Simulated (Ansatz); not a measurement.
Sc (hcp, Mg type) is sheared across one (0001) plane: the third cell vector gains the shift, so faults repeat every 15.5 Å. The cut lies between planes 2.58 Å apart; the cell height is held.

```
CELL_PARAMETERS angstrom
      3.31943     0.00000     0.00000
      1.65971     2.87471     0.00000
      0.00000     0.00000    15.49912
ATOMIC_POSITIONS crystal
  Sc 0.33333 0.33333 0.08333
  Sc 0.33333 0.33333 0.41667
  Sc 0.33333 0.33333 0.75000
  Sc 0.66667 0.66667 0.91667
  Sc 0.66667 0.66667 0.25000
  Sc 0.66667 0.66667 0.58333
```

In-plane vectors a = (3.319, 0.000) Å, b = (1.660, 2.875) Å, area 9.54 Å². The shift is s times the vector a + b (length 5.749 Å), so s = 1 restores the start. Atoms relax along the normal only. γ = [E(shift) − E(0)] / area.

Level of theory: PBE (plane waves to 420 eV, PAW, scalar-relativistic; Ansatz, a quantum-chemistry and plane-wave program). k mesh 14×14×3 (Γ-centred), Fermi-Dirac smearing 0.05 eV. E is the zero-smearing estimate. With partly filled bands, the k mesh leaves noise in γ, roughly 0.02 J/m² as judged from a few cases. Faults lie only 15.5 Å apart, and holding the cell height raises γ above its relaxed value. Sc is run without spin polarisation. Sc was relaxed with its symmetry unable to fall. γ is measured from zero shift. The last digit holds for this mesh only.

```json
[
 {"s": "0.000", "γ (J/m²)": "0.00"},
 {"s": "0.083", "γ (J/m²)": "0.13"},
 {"s": "0.167", "γ (J/m²)": "withheld"},
 {"s": "0.250", "γ (J/m²)": "0.58"},
 {"s": "0.333", "γ (J/m²)": "0.63"},
 {"s": "0.417", "γ (J/m²)": "0.58"},
 {"s": "0.500", "γ (J/m²)": "0.44"},
 {"s": "0.583", "γ (J/m²)": "0.25"},
 {"s": "0.667", "γ (J/m²)": "0.17"},
 {"s": "0.750", "γ (J/m²)": "0.22"},
 {"s": "0.833", "γ (J/m²)": "0.23"},
 {"s": "0.917", "γ (J/m²)": "0.10"}
]
```

### Question
Fit a Fourier form (three harmonics of 1 − cos and sin) to the given rows and predict γ at s = 0.167.

### Answer
Least squares on the 11 given rows: γ = (0.175)·[1 − cos(2πs)] + (0.180)·sin(2πs) + (0.091)·[1 − cos(4πs)] + (-0.086)·sin(4πs) + (0.044)·[1 − cos(6πs)], in J/m²; root-mean-square residual 0.001 J/m². At 0.167 the fit gives 0.39 J/m²; the calculation gives 0.41 J/m², so the interpolation is off by -0.02 (-4.9 %). 

(The slope of γ gives the shear force per area between the displaced halves; near zero shift its curvature is an elastic stiffness.)
